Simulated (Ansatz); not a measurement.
The relaxed structure here is a generated cell of CdAu: the first start was made by placing the elements on the sites of a structure type, and the end was not matched to a known phase here, so it may be hypothetical.

A relaxed cell of CdAu (Cmcm (No. 63)), relaxed on a k-mesh at least as fine as the one used below. These are PBE (plane waves to 420 eV, PAW, scalar-relativistic; Ansatz, a program for electronic structure) values and carry that method's errors. Γ-centred k-mesh 11×6×7 on the run's cell (coarser than for final values), Fermi–Dirac smearing 0.05 eV.

```
CELL_PARAMETERS angstrom
      1.55934    -5.55105     0.00000
      3.11869    11.10210     0.00000
      0.00000     0.00000     4.59198
ATOMIC_POSITIONS crystal
  Au 0.57988 0.21006 0.75000
  Au 0.57988 0.71006 0.75000
  Au 0.42012 0.28994 0.25000
  Au 0.42012 0.78994 0.25000
  Cd 0.83972 0.08014 0.75000
  Cd 0.83972 0.58014 0.75000
  Cd 0.16028 0.41986 0.25000
  Cd 0.16028 0.91986 0.25000
```

The atoms are displaced by (Å):

```csv
atom,ux,uy,uz
Au1,-0.127,-0.058,-0.108
Au2,0.002,0.035,-0.096
Au3,-0.068,0.107,-0.138
Au4,0.027,0.126,-0.046
Cd5,0.076,0.053,-0.200
Cd6,0.019,-0.033,0.094
Cd7,0.000,0.171,0.099
Cd8,0.097,-0.021,-0.077
```

Question: What forces (eV/Å) and pressure result?

Answer: 
| atom | Fx | Fy | Fz |
|---|---|---|---|
| Au1 | 0.22 | 0.67 | 0.52 |
| Au2 | 0.21 | 0.03 | 0.55 |
| Au3 | 0.10 | -0.25 | 0.15 |
| Au4 | -0.03 | -0.65 | 0.00 |
| Cd5 | -0.14 | -0.14 | 0.56 |
| Cd6 | 0.01 | 0.20 | -0.71 |
| Cd7 | 0.18 | -0.16 | -0.87 |
| Cd8 | -0.56 | 0.31 | -0.19 |

Pressure +2.0 GPa.

Question: Estimate the energy cost of the displacement in the harmonic approximation and compare with the calculation.

Answer: For a harmonic well ΔE = −½ Σ F·u = 0.336 eV a cell, or 42 meV/atom. The calculated energy relative to the undisplaced cell is +0.04 eV/atom, so the harmonic estimate holds well.

No spin polarisation in the result.

The run that gave the undisplaced cell could not lose the symmetry of its start: the end is stationary, and may be a saddle point rather than a minimum.
